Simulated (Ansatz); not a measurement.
Al$_{2}$O$_{3}$ (corundum)

```xyz
10
Lattice="2.4044 1.3882 4.3746 -2.4044 1.3882 4.3746 0.0000 -2.7763 4.3746" Properties=species:S:1:pos:R:3 pbc="T T T"
Al     0.0000     0.0000    11.1834
Al     0.0000     0.0000     8.5023
Al     0.0000     0.0000     1.9404
Al     0.0000     0.0000     4.6215
O     -0.9321    -1.3882     5.4683
O      1.6682    -0.1131     5.4683
O     -0.7362     1.5013     5.4683
O      0.9321     1.3882     7.6556
O     -1.6682     0.1131     7.6556
O      0.7362    -1.5013     7.6556
```

The slice is a (0001) plane (indices of the conventional cell) through the point (0.444, 0.750, 0.056) (fractional), spanned by u = [1 0 -1] and v = [-1 2 -1] in vectors of this cell: u (4.81 Å) and v (8.33 Å, at 90° to u). It covers one period; positions are fractions (u, v).

The numbers are results of PBE (plane waves to 420 eV, PAW, scalar-relativistic; Ansatz, an electronic-structure program), not measurements. k mesh 8×8×8. These are valence fields of a PAW run, semicore shells included where kept as valence: close to a nucleus they are smooth pseudo fields. Al2O3 was relaxed with its symmetry unable to fall.

Question: Sketch the density of the highest valence band (whole band, smooth part) on this plane as a map.

Answer: 
```
v \ u   0.00   0.14   0.29   0.43   0.57   0.71   0.86
-----  -----  -----  -----  -----  -----  -----  -----
0.88   0.014  0.002  0.020  0.089  0.093  0.007  0.007
0.75   0.029  0.005  0.010  0.036  0.014  0.003  0.024
0.62   0.108  0.027  0.003  0.013  0.008  0.002  0.090
0.50   0.001  0.001  0.010  0.101  0.106  0.009  0.001
0.38   0.108  0.027  0.003  0.013  0.008  0.002  0.090
0.25   0.029  0.005  0.010  0.036  0.014  0.003  0.024
0.12   0.014  0.002  0.020  0.089  0.093  0.007  0.007
0.00   0.001  0.054  0.001  0.001  0.001  0.002  0.053
```

Values: density of the highest valence band (whole band, smooth part) in e/Å³.
